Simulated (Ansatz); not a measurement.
LiH (rock salt)

```
LiH
1.0
    0.00000     4.00712     4.00712
    2.00356     2.00356     4.00712
    2.00356     2.00356     0.00000
H Li
2 2
Direct
  0.00000   0.00000   0.00000
  0.50000   0.00000   0.00000
  0.00000   0.50000   0.50000
  0.50000   0.50000   0.50000
```

A phonon eigenvector at X = (0.5, 0.5, 0.0) is frozen into this cell: atom i moves by Q times the vector below, so Q is the largest atomic displacement, in Å. The cell is held. (q is in reciprocal vectors of the primitive cell; the cell shown is doubled to hold the pattern.)

```csv
atom,x,y,z
H1,0.000,0.000,1.000
H2,0.000,0.000,-1.000
Li3,0.000,0.000,0.024
Li4,0.000,0.000,-0.024
```

These are PBE (plane waves to 420 eV, PAW, scalar-relativistic; Ansatz, an electronic-structure program) values and carry that method's errors. k mesh 14×14×14 (Γ-centred), Fermi-Dirac smearing 0.05 eV. The energy includes the smearing's −TS. LiH was relaxed with its symmetry unable to fall. ΔE is measured from the undisplaced structure.

**Question.** Estimate the ΔE (meV/cell) for Q (Å) = -0.233, -0.093, -0.047, 0.140, 0.233.

**Answer.** 
```json
[
 {"Q (Å)": "-0.233", "ΔE (meV/cell)": "222"},
 {"Q (Å)": "-0.093", "ΔE (meV/cell)": "35"},
 {"Q (Å)": "-0.047", "ΔE (meV/cell)": "9"},
 {"Q (Å)": "0.140", "ΔE (meV/cell)": "79"},
 {"Q (Å)": "0.233", "ΔE (meV/cell)": "222"}
]
```

(For displaced atoms, the force is minus the slope of the energy, and its curvature is a force constant, which sets phonon frequencies.)
